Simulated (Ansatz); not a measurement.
# Equation of state of SnO from a dense series

```
CELL_PARAMETERS angstrom
3.80200 0.00000 0.00000
0.00000 3.80200 0.00000
0.00000 0.00000 4.83600
ATOMIC_POSITIONS crystal
Sn 0.00000 0.50000 0.23850
Sn 0.50000 0.00000 0.76150
O 0.00000 0.00000 0.00000
O 0.50000 0.50000 0.00000
```

Atoms are numbered in the order listed.

The cell is COD entry 9008956, as deposited and not checked against the literature; nothing was relaxed.

Spin–orbit coupling is left out, though it moves levels of the heavy atoms by tenths of an eV or more.

Method: Ansatz 0.2.0, DFT, PBEsol, all-electron LAPW, scalar-relativistic.

Numerical set-up: a Γ-centred 8×8×6 k mesh, Fermi–Dirac smearing of 0.01 eV, basis error target 1 meV/atom, no spin polarisation.

The cell is scaled evenly. Fractional coordinates are held (clamped ions).

| V (Å³/atom) | P (GPa) |
| --- | --- |
| 16.428 | 6.69 |
| 16.777 | 4.16 |
| 17.127 | 1.90 |
| 17.302 | 0.86 |
| 17.476 | -0.10 |
| 17.651 | -1.00 |
| 17.826 | -1.87 |
| 18.525 | -4.97 |

(1) Fit a third-order Birch–Murnaghan curve to the pressures.

(2) Predict the pressure at the withheld volume, 18.175 Å³/atom.

Results:

(1) P = (3B0/2)(y^(7/2) − y^(5/2))[1 + (3/4)(B0′ − 4)(y − 1)] with y = (V0/V)^(2/3) fits within 0.03 GPa for V0 = 17.459 Å³/atom, B0 = 95.6 GPa and B0′ = 4.53.

(2) There y = 0.9735, so the fit gives -3.51 GPa; the run gave -3.51 GPa.
